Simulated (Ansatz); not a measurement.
# TiO2: do the settings matter for the field gradients?

Cell: an entry of the Crystallography Open Database (COD), taken as it stands.

Space group Pbca (No. 61); a = 5.1450, b = 9.1850, c = 5.4470 Å.

```csv
site,Wyckoff,site symmetry,x,y,z
Ti,8c,1,0.1270,0.1270,0.8870
O9,8c,1,0.4650,0.2300,0.8950
O17,8c,1,0.8200,0.0100,0.8450
```

One atom of each set is listed.

Reference run. Computed with Ansatz: DFT, PBE, plane waves and PAW, scalar-relativistic, 420 eV cutoff, Γ-centred 5×3×5 k-points, Fermi–Dirac smearing 0.02 eV.

**Question.** The input is changed as follows: `hamiltonian.hubbard`: not typed → {sites: [{species: Ti, l: d, u_eff: 20.0}]}; `scf.max_iter`: not typed → 100. What happens to V_zz (10²¹ V/m²) and η?

**Answer.** 

```
site  V_zz reference  η reference  V_zz changed  η changed
  Ti            1.38         0.19          1.81       0.67
  O9            2.40         0.73         -8.17       0.32
 O17            2.11         0.47         -8.01       0.31
```

The largest change of V_zz along a kept axis is on Ti, from 1.38 to 1.81. The whole tensor moves most on O17, by 6.48 along its most changed direction. In per cent, |V_zz| changes by +31 on Ti (all sites that start above 0.5, bar those whose gradient vanishes or changes sign or whose main axis turns by over 40°). Where |V_zz| stays above 0.1 and the axes keep their order, η moves most on Ti, from 0.19 to 0.67. On O9, O17 the largest principal value lies along another axis in the second run, so the two V_zz can't be compared directly. At these positions the changed run has forces up to 1.5 eV/Å, so its atoms aren't at their own equilibrium. Its pressure is 31 GPa, against 5 GPa in the reference run. SCF iterations: 8 and 12. The changed input holds an enormous U, so its numbers aren't properties of the crystal.

On the reference run: At this cell the PBE pressure is 5 GPa, so with PBE the cell would grow if it were relaxed. The largest force is 0.8 eV/Å, so the atoms aren't at the calculated equilibrium and relaxing them would move these values.
